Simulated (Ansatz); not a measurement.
Relaxed candidate structures of ZrSe$_{2}$:

A. Amm2 (No. 38), oS6; a = 3.776 Å, b = 3.493 Å, c = 9.952 Å, α = β = γ = 90.00°; Se 2b (0.500, 0.500, 0.148); Se 2a (0.000, 0.000, 0.355); Zr 2b (0.500, 0.500, 0.452)

B. Pn-3m, origin choice 1 (No. 224), cP6, AFLOW prototype A2B_cP6_224_b_a (C3, as in Cu2O); a = b = c = 5.764 Å, α = β = γ = 90.00°; Se 4c (0.750, 0.750, 0.750); Zr 2a (0.000, 0.000, 0.000)

C. Pnnm (No. 58), oP6, AFLOW prototype AB2_oP6_58_a_g (as in Fe2C); a = 5.9109 Å, b = 6.6706 Å, c = 3.7476 Å, α = 90.00°, β = 90.00°, γ = 90.00°; Zr 2a (0.000, 0.000, 0.000); Se 4g (0.239, 0.346, 0.000)

D. Pa-3 (No. 205), cP12, AFLOW prototype AB2_cP12_205_a_c (C2, as in FeS2); a = 6.5661 Å, b = 6.5661 Å, c = 6.5661 Å, α = 90.00°, β = 90.00°, γ = 90.00°; Zr 4a (0.000, 0.000, 0.000); Se 8c (0.353, 0.353, 0.353)

E. P-3m1 (No. 164), hP3, CdI2 type; a = 3.728 Å, b = 3.728 Å, c = 6.134 Å, α = 90.00°, β = 90.00°, γ = 120.00°; Zr 1b (0.000, 0.000, 0.500); Se 2d (0.667, 0.333, 0.241)

F. P4/mmm (No. 123), tP3; a = b = 5.2436 Å, c = 2.8855 Å, α = β = γ = 90.00°; Se 2f (0.000, 0.500, 0.000); Zr 1c (0.500, 0.500, 0.000)

Q: Put the candidates in order of energy per atom, lowest first, for PBEsol (plane waves to 420 eV, PAW, scalar-relativistic; Ansatz, a program for electronic structure).

A: E (reference, the lowest of the structures calculated here), C (+132 meV/atom), A (+0.17 eV/atom), D (+0.29 eV/atom), B (+539 meV/atom), F (+0.92 eV/atom)

Probably no minimum, since a slightly shaken restart fell lower: P4/mmm, tP3 (by 0.74 eV/atom, to Amm2).  2 generated cells of layers, chains or molecules, poorly bound without dispersion, are left out. Each run could gain symmetry but not lose that of its start, so entries can be saddle points. From databases, or of a type measured for this composition: P-3m1, hP3, CdI2 type; the others are generated cells (placed on structure types, drawn at random, substituted or restacked) that were not matched to a known phase here. Static energies at zero pressure. The runs use different k-meshes, so differences are rounded accordingly. No spin polarisation in the result. Without a van der Waals term the distances between weakly bound units are poorly fixed.
